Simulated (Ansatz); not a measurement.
**CdPdCl₆: reading a single point**

```
Cl Cd Pd
1.0
     6.36234    0.00000    0.00000
    -3.18117    5.50995    0.00000
    -3.18117    1.83665    6.00749
Cl Cd Pd
6 1 1
Direct
  0.25000 0.08300 0.75100
  0.91700 0.41600 0.75100
  0.58400 0.75000 0.75100
  0.75000 0.91700 0.24900
  0.08300 0.58400 0.24900
  0.41600 0.25000 0.24900
  0.50000 0.50000 0.50000
  0.00000 0.00000 0.00000
```

Method: r2SCAN, no spin polarisation; PAW, plane waves to 500 eV, 6×6×6 Γ-centred mesh, fermi-dirac occupations (width 0.1 eV) (Ansatz 0.2.0), atoms fixed.

Problem. Give the Bader charges.

Solution. Bader charges in e: Cd +1.24, Pd +0.99, Cl -0.37. In the mean Cd gives up most and Cl takes most.

Problem. What is the band gap?

Solution. The gap is 0.52 eV, indirect (the least direct gap found is 0.55 eV).

Problem. Which atom feels the largest force, and which way?

Solution. The largest is on Cl3 (and as large on other atoms): 1.44 eV/Å, components (0.45, 1.09, 0.82). It makes 6° with the line to a nearest neighbour, Pd8 at 2.59 Å, pointing towards it.

Problem. What is the formation energy?

Solution. -0.60 eV an atom against the elements' usual phases (free molecules for gases, crystals otherwise, with no correction for O₂ or N₂), so it is bound against them; other compounds may still compete. Relaxing would lower it.

Problem. Describe some of the short contacts.

Solution. Cl–Pd at 2.59 Å: least valence density 0.35 e/Å³ and ELF 0.24 there. Cl–Cd at 2.60 Å: least valence density 0.32 e/Å³ and ELF 0.14 there. These are pseudo-fields; inside the PAW spheres they differ from the all-electron ones.

Problem. What does the stress say?

Solution. The pressure is -5.8 GPa (compression positive), so with the atoms held at these fractions the cell would first shrink; the forces are large, so a full relaxation may end otherwise.

Problem. What is the character of the valence top and the conduction bottom?

Solution. Within 0.7 eV of the edges, the states project mainly on Cl p (94 %) below the gap and on Cl p (64 %) and Pd d (33 %) above it.

Origin: a known structure type with other elements, at an estimated volume, so it need not be a known compound.
